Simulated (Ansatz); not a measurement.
An elastic tensor (GPa, Voigt order, standard axes) from plane-wave PAW PBEsol (Ansatz code):

```json
[
 {"": "1", "1": "448", "2": "133", "3": "133", "4": "0.0", "5": "0.0", "6": "0.0"},
 {"": "2", "1": "133", "2": "448", "3": "133", "4": "0.0", "5": "0.0", "6": "0.0"},
 {"": "3", "1": "133", "2": "133", "3": "448", "4": "0.0", "5": "0.0", "6": "0.0"},
 {"": "4", "1": "0.0", "2": "0.0", "3": "0.0", "4": "82.3", "5": "0.0", "6": "0.0"},
 {"": "5", "1": "0.0", "2": "0.0", "3": "0.0", "4": "0.0", "5": "82.3", "6": "0.0"},
 {"": "6", "1": "0.0", "2": "0.0", "3": "0.0", "4": "0.0", "5": "0.0", "6": "82.3"}
]
```

Q: Which of these materials gives this?
A) Nb3Ir, A15 (Cr3Si type)
B) NbN, rock salt
C) Si, P-43m (Si on 4e, Si on 3c)
D) NbC, rock salt

A: A, Nb3Ir, A15 (Cr3Si type)

Space group Pm-3n (A15 (Cr3Si type)). The workflow started from a Materials Project entry (that database holds measured and hypothetical structures alike); the Crystallography Open Database files this formula in space group No. 223, but the cells were not matched. Its standing as an ambient phase is unchecked. The cell was relaxed with PBEsol under the symmetry of its start; of distortions, only those at the zone centre were tested. No spin polarisation was allowed. As this level gives no gap, shear constants depend on the k-mesh and smearing (Fermi–Dirac, 0.1 eV here). Scalar-relativistic: spin–orbit coupling is off unless named, which matters more the heavier the elements.

Potentials: the later of the program's two PAW sets.
